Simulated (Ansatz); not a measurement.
## Conduction electrons in ZnPt (P4/mmm)

```yaml
crystal:
  lattice:
    - [2.83544, 0.00000, 0.00000]
    - [0.00000, 2.83544, 0.00000]
    - [0.00000, 0.00000, 3.47140]
  atoms:
    - { symbol: Zn, position: [0.50000, 0.50000, 0.50000] }
    - { symbol: Pt, position: [0.00000, 0.00000, 0.00000] }
```

The conventional cell has a = 2.835 Å, b = 2.835 Å, c = 3.471 Å, α = 90.00°, β = 90.00°, γ = 90.00°. Zn (atom 1) is surrounded by 8 Pt at 2.65 Å and 4 Zn at 2.84 Å. Pt (atom 2) is surrounded by 8 Zn at 2.65 Å and 4 Pt at 2.84 Å.

Computed, not measured; unless marked otherwise by PBEsol, all-electron LAPW in Ansatz 0.2.0, scalar-relativistic. k mesh 12×12×10, fine mesh 20×20×16, Fermi-Dirac smearing of 0.050 eV, basis error target 1 meV/atom. The cell was relaxed by PAW under this functional. The structure is one entry of a database and needn't be the stable phase.

Levels and slopes are solved on a 20×20×16 mesh, and each state is taken as quadratic over its cell.

Question: What is the density of states at the Fermi level, and which bare Sommerfeld coefficient follows?

Answer: N(E_F) = 0.218 states/eV/atom (both spins), so γ = (π²/3) k_B² N(E_F) = 0.514 mJ/(mol-atom K²) without electron-phonon or spin-fluctuation enhancement.

Question: What Drude plasma energy and σ/τ do the band velocities give?

Answer: (ħω_p,α)² = (e²/ε₀VN_k) Σ_nkσ (∂E/∂k_α)² δ(E − E_F) gives ħω_p = (6.80, 6.80, 8.89) eV along x, y, z, and σ/τ = ε₀ω_p² = 9.45×10²⁰ Ω⁻¹m⁻¹s⁻¹ along x. Weighted by the density of states, the mean Fermi speed is 1.15×10⁶ m/s; the surface has an area of 14.6 Å⁻² for each spin direction.

Question: Which bands cross the Fermi level, and what do they carry?

Answer: 

| band | filled part | N (states/eV/cell) | speed (10⁶ m/s) | 5th to 95th percentile | area (Å⁻²) | filling |
| --- | --- | --- | --- | --- | --- | --- |
| 1 | 0.99 | 0.0633 | 0.569 | 0.46 to 0.77 | 1.05 | nearly full |
| 2 | 0.87 | 0.174 | 1.27 | 0.94 to 1.54 | 6.44 | partly filled |
| 3 | 0.14 | 0.199 | 1.23 | 0.88 to 1.41 | 7.13 | partly filled |

Question: Map the plane k₃ = 1/2 of the mesh: how many bands lie under the Fermi level at each point, counted from the least on the plane?

Answer: k₁ runs to the right and k₂ upwards, each from −½ to ½ with 0 in the middle (the axes needn't be at right angles):
```
01111111333331111111
11111113333333111111
11111223333333221111
11112233333333322111
11122233333333322211
11123333333333333211
11333333333333333331
33333333333333333333
33333333333333333333
33333333333333333333
33333333333333333333
33333333333333333333
11333333333333333331
11123333333333333211
11122233333333322211
11112233333333322111
11111223333333221111
11111113333333111111
01111111333331111111
00111111333331111110
```

Question: On PAW files the program sums the optical response inside the mesh cells, interband lines and its own Drude term. Where does ε₁ rise through zero (a sharp plasmon if ε₂ is small there), and how much light is reflected?

Answer: 

| Property | Result |
| --- | --- |
| Fine mesh | 20, 20, 16 |
| Window top | 20 eV |
| Line width | 0.2 eV |
| Drude damping | 0.03 eV |
| ε₁ rises through zero at x | 4.19, 6.95, 11.78, 14.85, 15.77 eV |
| ε₂ there x | 7.6, 5.9, 2.94, 2.13, 2.02 |
| ε₁ rises through zero at z | 4.55, 12.39, 14.2, 15.73, 16.13 eV |
| ε₂ there z | 5.04, 2.39, 2.31, 1.82, 1.67 |
| Plasma energy (x, y, z) | 6.731, 6.731, 8.823 eV |
| Reflectivity at 1 eV, x-polarised | 0.8635 |
| Reflectivity at 2 eV, x-polarised | 0.5085 |
| Reflectivity at 3 eV, x-polarised | 0.4714 |

The plasma energy here is the program's own sum at the run's smearing; it differs from the value above by up to 1 %, through mesh and smearing.

Question: What does PAW give for the same cell?

Answer: N(E_F) = 0.218 states/eV/atom and ħω_p,x = 6.80 eV.

Known limits: no spin-orbit coupling on heavy atoms; filled d bands lie too high at this level, so their transitions start too early; these sums move with the mesh, by several per cent and more for small sheets; frozen-core PAW files fitted under PBE, their cores solved anew for the functional of the run.
